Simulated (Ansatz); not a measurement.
Tc:
```
Tc
1.0
    2.73566     0.00000     0.00000
   -1.36783     2.36915     0.00000
    0.00000     0.00000     8.77145
Tc
4
Direct
  0.00000   0.00000   0.00000
  0.00000   0.00000   0.50000
  0.33333   0.66667   0.25000
  0.66667   0.33333   0.75000
```

Relaxed with r²SCAN.

### Question
Which orbitals make up the states near the Fermi level in plane-wave PAW r²SCAN (Ansatz code)?

### Answer
Within 0.5 eV of the Fermi level: Tc 4d 90 %, Tc 5s 6 %. Projections are on Löwdin-orthogonalised atomic valence shells; empty p or d shells of many metals are not among them.

### Question
Tabulate the density of states.

### Answer
States/eV per cell of 4 atoms, in 0.25 eV bins, energy from the Fermi level.

| E (eV) | total | Tc 4d | Tc 5s | Tc 4p |
|---|---|---|---|---|
| -7.85 | 0.01 | 0.00 | 0.01 | 0.00 |
| -7.60 | 0.09 | 0.00 | 0.08 | 0.00 |
| -7.35 | 0.16 | 0.00 | 0.14 | 0.00 |
| -7.10 | 0.20 | 0.00 | 0.18 | 0.00 |
| -6.85 | 0.25 | 0.00 | 0.22 | 0.00 |
| -6.60 | 0.31 | 0.01 | 0.27 | 0.01 |
| -6.35 | 0.37 | 0.02 | 0.32 | 0.01 |
| -6.10 | 0.54 | 0.11 | 0.39 | 0.01 |
| -5.85 | 1.55 | 0.95 | 0.54 | 0.02 |
| -5.60 | 3.60 | 2.58 | 0.93 | 0.03 |
| -5.35 | 4.47 | 3.26 | 1.11 | 0.04 |
| -5.10 | 4.97 | 3.82 | 1.05 | 0.05 |
| -4.85 | 6.49 | 5.48 | 0.91 | 0.05 |
| -4.60 | 5.48 | 4.70 | 0.69 | 0.05 |
| -4.35 | 5.65 | 4.90 | 0.64 | 0.06 |
| -4.10 | 3.97 | 3.60 | 0.29 | 0.04 |
| -3.85 | 3.78 | 3.45 | 0.24 | 0.04 |
| -3.60 | 3.34 | 3.08 | 0.18 | 0.04 |
| -3.35 | 3.41 | 3.12 | 0.18 | 0.04 |
| -3.10 | 4.27 | 3.85 | 0.29 | 0.04 |
| -2.85 | 4.41 | 3.97 | 0.32 | 0.04 |
| -2.60 | 4.42 | 4.07 | 0.24 | 0.03 |
| -2.35 | 4.66 | 4.29 | 0.24 | 0.04 |
| -2.10 | 6.64 | 6.14 | 0.31 | 0.05 |
| -1.85 | 5.15 | 4.68 | 0.29 | 0.04 |
| -1.60 | 4.27 | 3.88 | 0.24 | 0.03 |
| -1.35 | 6.15 | 5.67 | 0.32 | 0.03 |
| -1.10 | 5.94 | 5.45 | 0.33 | 0.03 |
| -0.85 | 5.12 | 4.59 | 0.34 | 0.03 |
| -0.60 | 5.15 | 4.60 | 0.34 | 0.03 |
| -0.35 | 4.12 | 3.71 | 0.24 | 0.02 |
| -0.10 | 3.28 | 2.95 | 0.19 | 0.02 |
| 0.15 | 3.23 | 2.91 | 0.17 | 0.01 |
| 0.40 | 3.34 | 3.02 | 0.17 | 0.01 |
| 0.65 | 3.37 | 3.05 | 0.17 | 0.01 |
| 0.90 | 4.33 | 4.05 | 0.14 | 0.01 |
| 1.15 | 3.80 | 3.55 | 0.11 | 0.01 |
| 1.40 | 3.40 | 3.16 | 0.11 | 0.01 |
| 1.65 | 3.05 | 2.83 | 0.11 | 0.01 |

Space group P6_3/mmc (dhcp (α-La type)). The workflow started from a Materials Project entry (that database holds measured and hypothetical structures alike). Its sites differ from those of the usual phase in this space group: another stacking or structure type. The cell was relaxed with r²SCAN under the symmetry of its start; whether a distortion lowers the energy is not shown. The run is not spin-polarised. Spin–orbit coupling is left out wherever it is not named.

Potentials: the later of the program's two PAW sets.
